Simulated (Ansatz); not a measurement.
The cell below belongs to a search over invented structures; it isn't taken from experiment.

Input and command of a plane-wave DFT calculation in Ansatz:

```yaml
crystal:
  lattice:
    - [4.13158125, 0.0, 0.0]
    - [0.0, 4.36721154, 0.0]
    - [0.0, 0.0, 6.39598639]
  atoms:
    - { symbol: "Y", position: [0.5, 0.5, 0.26272383] }
    - { symbol: "Y", position: [0.5, 0.5, 0.73727617] }
    - { symbol: "Y", position: [0.0, 0.0, 0.0] }
    - { symbol: F, position: [0.84086328, 0.0, 0.5] }
    - { symbol: F, position: [0.15913672, 0.0, 0.5] }
basis:
  ecutwfc: 420
kpoints:
  mp_grid: { grid: [4, 4, 3] }
hamiltonian:
  xc: pbe
scf:
  occupations: { method: gaussian, width: 0.2 }
  lower_state_search: "off"
output:
  forces: true
  stress: true
  eigenvalues: true
relax:
  adjacent_minimum: "off"
  f_tol: 0.08
  max_steps: 16
  cell: { stress_tol: 0.8 }
```

```bash
ansatz run input.yaml --threads 1 --pin off --max-ram 2560MiB --backend cpu --events-out ev --progress --plain --runs-dir out
```

Processor: Intel(R) Xeon(R) Platinum 8259CL CPU @ 2.50GHz (Skylake/Cascade Lake), 1 thread, on a host shared with other jobs.

Q: Estimate time, memory and problem size.

A: About 83 s, peak memory 0.44 GiB. It solves 29 bands at 18 k points (after reduction by symmetry) with about 2265 plane waves (on the last cell), in 126 SCF iterations over 17 ionic steps, the closing evaluation included.
